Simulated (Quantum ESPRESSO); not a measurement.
# Pt2Pd3Ga2Sc: input and log of a self-consistent run

Computed values, not a measurement. The program is pw.x of Quantum ESPRESSO 7.5 (plane-wave density functional theory). The cell is made up: eight metal atoms on a face-centred cubic lattice, with elements, volume, strain and displacements drawn at random and not relaxed, so it may be unstable or far from any real phase. PseudoDojo standard norm-conserving files set the functional (PBE unless stated); there is no spin polarisation or spin-orbit coupling, the Fermi-Dirac width of 0.25 eV means electrons at about 2900 K, and the masses in the input are unused placeholders. Heavy elements are run without spin-orbit coupling, which real alloys of them have. A spin test at this wide smearing found no moment, but such smearing suppresses magnetism that the real alloy may have.

Input:

```
&control calculation='scf', pseudo_dir='./dojo.nc.sr.pbe.v0_5.standard.upf', outdir='./o', disk_io='minimal', tprnfor=.true., tstress=.true. /
&system ibrav=0, nat=8, ntyp=4, nbnd=80, ecutwfc=84.00895049, nosym=.true., tot_charge=0,
 occupations='smearing', smearing='fd', degauss=0.0183746611
/
&electrons conv_thr=1.470e-08, electron_maxstep=70, mixing_beta=0.5 /
ATOMIC_SPECIES
Ga 1.0 Ga.upf
Pd 1.0 Pd.upf
Pt 1.0 Pt.upf
Sc 1.0 Sc.upf
CELL_PARAMETERS angstrom
-2.0453 -4.0281 -2.0418
-4.1014 1.9932 2.0942
0.0536 4.0137 -4.1084
ATOMIC_POSITIONS angstrom
Pt 0.0944 0.149 -0.0226
Pd 0.0243 2.1414 -1.882
Ga -1.9726 2.05 0.1563
Pt -1.9638 3.9602 -2.125
Ga -2.0942 -0.0845 -1.9726
Pd -2.262 1.9028 -4.1251
Sc -4.1192 -0.0392 -0.1359
Pd -4.0341 1.9502 -2.0741
K_POINTS automatic
5 5 4 1 1 1
```

The log is shortened where brackets say so; the opening notice, blank lines, dates and the lines on written files are dropped, and the path of the files is cut. It prints rydbergs, bohrs and kilobars, and counts compression as positive stress. Its total energy is the free energy E - TS of the whole cell.

```
     Program PWSCF v.7.5
     Parallel version (MPI & OpenMP), running on       4 processor cores
     Number of MPI processes:                 4
     Threads/MPI process:                     1
     [start-up lines left out]
     bravais-lattice index     =            0
     lattice parameter (alat)  =       9.3685  a.u.
     unit-cell volume          =     912.3232 (a.u.)^3
     number of atoms/cell      =            8
     number of atomic types    =            4
     number of electrons       =       127.00
     number of Kohn-Sham states=           80
     kinetic-energy cutoff     =      84.0090  Ry
     charge density cutoff     =     336.0358  Ry
     scf convergence threshold =      1.5E-08
     mixing beta               =       0.5000
     number of iterations used =            8  plain     mixing
     Exchange-correlation= PBE
                           (   1   4   3   4   0   0   0)
     [axes and pseudopotential details left out]
   Cartesian axes
     site n.     atom                  positions (alat units)
         1        Pt     tau(   1) = (   0.0190415   0.0300549  -0.0045587  )
         2        Pd     tau(   2) = (   0.0049016   0.4319430  -0.3796192  )
         3        Ga     tau(   3) = (  -0.3978942   0.4135066   0.0315274  )
         4        Pt     tau(   4) = (  -0.3961192   0.7988141  -0.4286349  )
         5        Ga     tau(   5) = (  -0.4224222  -0.0170445  -0.3978942  )
         6        Pd     tau(   6) = (  -0.4562692   0.3838148  -0.8320762  )
         7        Sc     tau(   7) = (  -0.8308861  -0.0079071  -0.0274125  )
         8        Pd     tau(   8) = (  -0.8137205   0.3933759  -0.4183678  )
     number of k points=    50  Fermi-Dirac smearing, width (Ry)=  0.0184
                       cart. coord. in units 2pi/alat
        k(    1) = (  -0.1716042   0.0278561  -0.1258621), wk =   0.0400000
        k(    2) = (  -0.2116296   0.1438961  -0.3146937), wk =   0.0400000
     [further k points left out]
     Dense  grid:    94959 G-vectors     FFT dimensions: (  60,  60,  64)
     Estimated max dynamical RAM per process >     371.30 MB
     Estimated total dynamical RAM >       1.38 GB
     Initial potential from superposition of free atoms
     starting charge     126.9912, renormalised to     127.0000
     Starting wfcs are   75 randomized atomic wfcs +    5 random wfcs
     total cpu time spent up to now is        4.7 secs
     per-process dynamical memory:   292.1 Mb
     Self-consistent Calculation
     iteration #  1     ecut=    84.01 Ry     beta= 0.50
     Davidson diagonalization with overlap
     ethr =  1.00E-02,  avg # of iterations =  3.0
     total cpu time spent up to now is       17.2 secs
     total energy              =   -1731.76988370 Ry
     estimated scf accuracy    <      10.58577343 Ry
     iteration #  2     ecut=    84.01 Ry     beta= 0.50
     Davidson diagonalization with overlap
     ethr =  8.34E-03,  avg # of iterations =  3.0
     total cpu time spent up to now is       30.5 secs
     total energy              =   -1736.67597757 Ry
     estimated scf accuracy    <      24.34128011 Ry
     iteration #  3     ecut=    84.01 Ry     beta= 0.50
     Davidson diagonalization with overlap
     ethr =  8.34E-03,  avg # of iterations =  2.0
     total cpu time spent up to now is       41.7 secs
     total energy              =   -1738.39213551 Ry
     estimated scf accuracy    <       4.56015187 Ry
     iteration #  4     ecut=    84.01 Ry     beta= 0.50
     Davidson diagonalization with overlap
     ethr =  3.59E-03,  avg # of iterations =  1.9
     total cpu time spent up to now is       51.7 secs
     total energy              =   -1738.38772441 Ry
     estimated scf accuracy    <       1.77252256 Ry
     iteration #  5     ecut=    84.01 Ry     beta= 0.50
     Davidson diagonalization with overlap
     ethr =  1.40E-03,  avg # of iterations =  6.2
     total cpu time spent up to now is       64.5 secs
     total energy              =   -1738.29919683 Ry
     estimated scf accuracy    <       0.87692370 Ry
     [iterations 6 to 12 left out]
     iteration # 13     ecut=    84.01 Ry     beta= 0.50
     Davidson diagonalization with overlap
     ethr =  4.83E-08,  avg # of iterations =  1.2
     total cpu time spent up to now is      148.4 secs
     total energy              =   -1738.27262329 Ry
     estimated scf accuracy    <       0.00000767 Ry
     iteration # 14     ecut=    84.01 Ry     beta= 0.50
     Davidson diagonalization with overlap
     ethr =  6.04E-09,  avg # of iterations =  2.0
     total cpu time spent up to now is      158.5 secs
     total energy              =   -1738.27262446 Ry
     estimated scf accuracy    <       0.00000017 Ry
     iteration # 15     ecut=    84.01 Ry     beta= 0.50
     Davidson diagonalization with overlap
     ethr =  1.32E-10,  avg # of iterations =  3.0
     total cpu time spent up to now is      170.1 secs
     total energy              =   -1738.27262448 Ry
     estimated scf accuracy    <       0.00000003 Ry
     iteration # 16     ecut=    84.01 Ry     beta= 0.50
     Davidson diagonalization with overlap
     ethr =  2.68E-11,  avg # of iterations =  2.0
     total cpu time spent up to now is      180.8 secs
     total energy              =   -1738.27262448 Ry
     estimated scf accuracy    <       0.00000004 Ry
     iteration # 17     ecut=    84.01 Ry     beta= 0.50
     Davidson diagonalization with overlap
     ethr =  2.68E-11,  avg # of iterations =  2.0
     total cpu time spent up to now is      190.8 secs
     End of self-consistent calculation
     [lines on levels left out]
!    total energy              =   -1738.27262449 Ry
     estimated scf accuracy    <          4.1E-09 Ry
     smearing contrib. (-TS)   =      -0.07102183 Ry
     internal energy E=F+TS    =   -1738.20160265 Ry
     The total energy is F=E-TS. E is the sum of the following terms:
     one-electron contribution =    -580.57563685 Ry
     hartree contribution      =     371.95092898 Ry
     xc contribution           =    -322.14396030 Ry
     ewald contribution        =   -1207.43293448 Ry
     convergence has been achieved in  17 iterations
     Forces acting on atoms (cartesian axes, Ry/au):
     atom    1 type  3   force =    -0.01725123   -0.05080065   -0.01362039
     atom    2 type  2   force =    -0.00315754   -0.00959783   -0.04133876
     atom    3 type  1   force =    -0.02545637   -0.04355695   -0.05132072
     atom    4 type  3   force =    -0.04518011   -0.01018627   -0.00056452
     atom    5 type  1   force =     0.02856989    0.03913489   -0.02762370
     atom    6 type  2   force =     0.05913896    0.03334780    0.00736224
     atom    7 type  4   force =    -0.00320022    0.03699652    0.09388174
     atom    8 type  2   force =     0.00653662    0.00466249    0.03322410
     Total force =     0.177016     Total SCF correction =     0.000179
     Computing stress (Cartesian axis) and pressure
          total   stress  (Ry/bohr**3)                   (kbar)     P=      -31.98
  -0.00020316   0.00010180  -0.00009023          -29.89       14.98      -13.27
   0.00010180  -0.00007498   0.00016192           14.98      -11.03       23.82
  -0.00009023   0.00016192  -0.00037414          -13.27       23.82      -55.04
     init_run     :      4.34s CPU      4.54s WALL (       1 calls)
     electrons    :    181.16s CPU    186.20s WALL (       1 calls)
     forces       :      1.91s CPU      1.93s WALL (       1 calls)
     stress       :      6.39s CPU      6.39s WALL (       1 calls)
     [timing details left out]
     PWSCF        :   3m13.92s CPU   3m19.25s WALL
     JOB DONE.
```

In other units: free energy -23650.404 eV for the cell, pressure -3.20 GPa, largest force component 2.414 eV/Å in size. The run took 201 s of wall time with four MPI processes on a shared machine (Intel Xeon, 2023 or later, virtual cores), so the time is rough. A rerun of this cell at a higher cutoff and on a denser mesh moved values by no more than 0.005 eV in energy, 0.06 GPa in stress and 0.007 eV/Å in force, and a second program with other atomic files agreed on that cell to 2 % rms in force and 0.5 GPa in pressure.